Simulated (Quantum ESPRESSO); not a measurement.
Kohn-Sham bands of GaP (zinc blende)

```xyz
2
Lattice="0.0000 2.7258 2.7258 2.7258 0.0000 2.7258 2.7258 2.7258 0.0000" Properties=species:S:1:pos:R:3 pbc="T T T"
Ga     0.0000     0.0000     0.0000
P     -1.3629    -1.3629    -1.3629
```

Cell from Materials Project (mp-2490), symmetrised, no further relaxation. COD (Crystallography Open Database) has an entry of this formula and space group (matched by these alone). Computed values, not measurements, from LDA: Quantum ESPRESSO (norm-conserving PseudoDojo potentials, cutoff 64 Ry, no spin polarisation, no spin-orbit coupling) on a Γ-centred 8×8×8 mesh, then Wannier90. Density: 10×10×10 mesh, cold smearing 0.01 Ry.

The lattice is scaled uniformly by ε, fractional positions fixed; Kohn-Sham values from pw.x, the row at 1.0 % withheld:

```tsv
ε (%)	gap (eV)	width of the top valence group (eV)	direct gap at Γ (eV)	direct gap at K (eV)
-3.0	1.283	7.297	2.366	4.510
-1.0	1.400	6.989	1.848	4.386
0.0	1.453	6.845	1.599	4.323
1.0	?	?	?	?
3.0	0.886	6.456	0.886	4.126
```

**Question.** Fit y = y₀ + bε + cε² to the rows at -3.0, 0 and 3.0 %, check it on the fourth row, and predict the withheld one.

**Answer.** 
- gap (eV): b = (0.886 − 1.283)/6 = -0.0662, c = (0.886 + 1.283 − 2×1.453)/18 = -0.04094. Check at -1.0 %: 1.478 for 1.400. Prediction 1.346; the run gives 1.354. The check misses: within the series a band edge moves to another k-point of the path, so one parabola doesn't hold.
- width of the top valence group (eV): b = (6.456 − 7.297)/6 = -0.1402, c = (6.456 + 7.297 − 2×6.845)/18 = 0.00350. Check at -1.0 %: 6.989 for 6.989. Prediction 6.708; the run gives 6.710.
- direct gap at Γ (eV): b = (0.886 − 2.366)/6 = -0.2467, c = (0.886 + 2.366 − 2×1.599)/18 = 0.00300. Check at -1.0 %: 1.849 for 1.848. Prediction 1.355; the run gives 1.354.
- direct gap at K (eV): b = (4.126 − 4.510)/6 = -0.0640, c = (4.126 + 4.510 − 2×4.323)/18 = -0.00056. Check at -1.0 %: 4.386 for 4.386. Prediction 4.258; the run gives 4.259.
